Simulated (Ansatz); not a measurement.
LiTaO₃:
```yaml
crystal:
  lattice:
    - [2.59535, 1.49842, 4.63812]
    - [-2.59535, 1.49842, 4.63812]
    - [0.00000, -2.99685, 4.63812]
  atoms:
    - { symbol: Li, position: [0.28170, 0.28170, 0.28170] }
    - { symbol: Li, position: [0.78170, 0.78170, 0.78170] }
    - { symbol: Ta, position: [0.99965, 0.99965, 0.99965] }
    - { symbol: Ta, position: [0.49965, 0.49965, 0.49965] }
    - { symbol: O, position: [0.61855, 0.22638, 0.86190] }
    - { symbol: O, position: [0.22638, 0.86190, 0.61855] }
    - { symbol: O, position: [0.86190, 0.61855, 0.22638] }
    - { symbol: O, position: [0.11855, 0.36190, 0.72638] }
    - { symbol: O, position: [0.72638, 0.11855, 0.36190] }
    - { symbol: O, position: [0.36190, 0.72638, 0.11855] }
```

PBE (plane waves, PAW; program Ansatz) gives a gap of 3.79 eV without spin–orbit coupling, maximum off the standard path, at k = (0.146, 0.146, 0.177) in fractions of the reciprocal vectors, minimum at Γ.

Task: What happens when spin–orbit coupling is switched on?

Result: The gap falls by 0.12 eV, to 3.67 eV; maximum on the Γ–T line, 31 % of the way from Γ, minimum on the Γ–T line, 3 % of the way from Γ.

Space group R3c. Symmetry was held in the PBE relaxation. The run is not spin-polarised.

Potentials: the earlier of the program's two PAW sets.
